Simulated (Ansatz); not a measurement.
**Relaxing a structure of Ta**

The start is a relaxed Ta cell, doubled along one cell vector, shaken by Gaussian noise of σ = 0.08 Å a coordinate. A full variable-cell relaxation at zero pressure is run with PBE (plane waves to 420 eV, PAW, scalar-relativistic; Ansatz, a quantum-chemistry and plane-wave program). The first steps use a coarse 13×7×13 k-mesh.

Starting cell:
```
Ta
1.0
    0.00000     2.59881     4.97859
    2.88474     0.00000     9.95719
    1.44237     2.59881     0.00000
Ta
4
Direct
  0.23252   0.13646   0.31005
  0.29219   0.60773   0.25854
  0.99871   0.00554   0.98385
  0.97521   0.50442   0.03818
```

### Question
How much energy is released per atom?

### Answer
0.07 eV/atom.

### Question
Does it find its way back to the structure it was made from?

### Answer
The parent structure is recovered, Fddd (No. 70).

### Question
How do the shortest distances between atoms change?

### Answer
The closest pairs of elements (up to four, under 3.6 Å), start → end: Ta–Ta 2.73 → 2.89 Å.

### Question
Is the relaxed structure metallic? Give its gap.

### Answer
Zero (metallic).

The end point of the relaxation:

```cif
data_Ta8
_chemical_formula_sum 'Ta8'
_space_group_name_H-M_alt 'Fddd :1'
_space_group_IT_number 70
_space_group_name_Hall 'F 2 2 -1d'
_cell_length_a 2.88511
_cell_length_b 5.19711
_cell_length_c 9.95685
_cell_angle_alpha 90.000
_cell_angle_beta 90.000
_cell_angle_gamma 90.000
loop_
_atom_site_label
_atom_site_type_symbol
_atom_site_symmetry_multiplicity
_atom_site_Wyckoff_symbol
_atom_site_fract_x
_atom_site_fract_y
_atom_site_fract_z
_atom_site_occupancy
Ta1 Ta 8 a 0.00000 0.00000 0.00000 1
```
(The calculation used a cell of 2 atoms; values per cell refer to that cell.)

Final values are on a 19×19×19 k-mesh of the relaxed cell. No spin polarisation in the result.

The relaxed structure here is a generated cell of Ta: the first start was made by placing the elements on the sites of a structure type, and the end was not matched to a known phase here, so it may be hypothetical. Known forms of Ta include space group No. 229.
